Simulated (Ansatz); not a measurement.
The calculation used DFT, BLYP, plane waves (420 eV) with PAW, scalar-relativistic (Ansatz). The PAW files were generated under PBE, with cores re-solved for the functional.

An element in the simple cubic structure gives this curve. The cell is scaled uniformly from the relaxed one, with fractional coordinates and shape fixed. Energies are extrapolated to zero smearing, pressures are those at the given smearing. Magnetic state: spin not included.

```csv
V (Å³/atom),E − E₀ (meV/atom),P (GPa)
36.546,10.5,0.79
38.207,4.2,0.47
39.868,0.9,0.21
41.529,0.0,0.00
43.191,1.2,-0.18
44.852,4.0,-0.33
46.513,8.1,-0.44
```

Question: Which element is it?
A. thallium
B. sodium
C. yttrium
D. tellurium

Answer: B. Its fit is V₀ = 41.36 Å³/atom, B₀ = 4.9 GPa, B₀′ = 3.9.
